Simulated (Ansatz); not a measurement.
Here is the system:

NbRu:
```
NbRu
1.0
    3.11954     0.00000     0.00000
    0.00000     3.11954     0.00000
    0.00000     0.00000     3.11954
Nb Ru
1 1
Direct
  0.00000   0.00000   0.00000
  0.50000   0.50000   0.50000
```

This is the LDA-relaxed structure.

### Question
All from the program Ansatz at the LDA level (PAW), unless another level is named. Estimate the bulk modulus (Birch–Murnaghan fit).

### Answer
267 GPa.

### Question
Next, the elastic constants (relaxed ions, GPa)?

### Answer
C11 = 183, C12 = 308, C44 = 74.8.

### Question
And the highest zone-centre frequency?

### Answer
136 cm⁻¹.

Space group Pm-3m (CsCl type). The first step of the workflow began from a Materials Project structure, measured or hypothetical; the Crystallography Open Database files this formula in space group No. 221, but the cells were not matched. Whether it is the stable phase at ambient conditions was not checked. The cell was relaxed with LDA under the symmetry of its start. At this level the phase is mechanically unstable. No spin polarisation was allowed. As this level gives no gap, shear constants depend on the k-mesh and smearing (Fermi–Dirac, 0.1 eV here). As this level gives no gap, phonon frequencies hold no LO–TO term and depend on the k-mesh and smearing (Fermi–Dirac, 0.1 eV here).

Potentials: the later of the program's two PAW sets.
